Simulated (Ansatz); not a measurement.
The elements of this relaxed trial crystal are hidden behind letters.

```
lattice vectors (Å)
   6.1963    0.0000    0.0000
  -3.0982    5.3662    0.0000
   0.0000    0.0000    3.3811
fractional positions
X 0.3333 0.6667 0.0000
X 0.6667 0.3333 0.0000
Z 0.4187 0.0000 0.5000
Z 0.5813 0.5813 0.5000
Z 0.0000 0.4187 0.5000
Q 0.7301 0.0000 0.0000
Q 0.2699 0.2699 0.0000
Q 0.0000 0.7301 0.0000
```

The calculation used Ansatz 0.2.0, DFT PBE, scalar-relativistic, plane waves, PAW. Plane waves to 420 eV, a 9×9×12 mesh through Γ for the 8-atom cell and 0.10 eV Gaussian smearing; no spin polarisation.

- Space group: P-62m (No. 189)
- Conventional cell: a = 6.196 Å, c = 3.381 Å
- Volume per atom: 14.05 Å³
- Density: 2.41 g/cm³
- Formation energy: +0.12 eV/atom
- Gap on the 9×9×12 mesh of the 8-atom cell: 0 eV (the bands overlap slightly)

Energies are uncorrected and count from the elements' standard states at the same level.

Q: X is a p-block element of period 3, Z is an s-block element of period 1 and Q is a p-block element of period 3. Which elements are they?

A: X = Al, Z = H, Q = Cl, so the formula is Al2H3Cl3. Density times volume gives a mean mass of 2.41 × 14.05/1.6605 = 20.4 u per atom, and this set has 20.4 u. Among the elements that the hints allow, noble gases aside, only these give it. Around Al lie 3 Cl at 2.29 Å and 6 H at 2.51 Å; H is surrounded by 4 Al at 2.51 Å, 2 Cl at 2.57 Å and 4 Cl at 2.84 Å (long against covalent radii, as for large ions); around Cl lie 2 Al at 2.29 Å, 2 H at 2.57 Å, 4 H at 2.84 Å and 2 Cl at 2.90 Å.

The zero gap may come from the functional, which often closes small gaps, or the cell may be a true semimetal. Symmetry constrained the relaxation, so the result can be a saddle point.
